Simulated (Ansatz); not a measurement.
Consider the following.

RbCl (rock salt, Fm-3m), a = b = c = 6.378 Å, α = β = γ = 90.00°; the cell used has 2 atoms.

This is the LDA-relaxed structure.

Q: All from LDA in the plane-wave PAW code Ansatz, unless another level is named. Give the hole effective mass, band 2 of 3 at the edge.

A: 7.3 along [100], 1.7 along [110], 2.3 along [111] (mₑ).

Q: Give the band gap.

A: 4.85 eV (direct).

Q: Give the weight of the conduction-edge state by species (Voronoi cells).

A: Rb 52 %, Cl 48 %.

Q: Give the valence-band maximum.

A: at Γ.

Q: And the weight of the valence-edge state by species (Voronoi cells)?

A: Cl 96 %, Rb 4 %.

Symmetry was held in the LDA relaxation; phonons on a q-mesh show no instability. Scalar-relativistic: spin–orbit coupling is off unless named, which matters more the heavier the elements.

Potentials: the later of the program's two PAW sets.
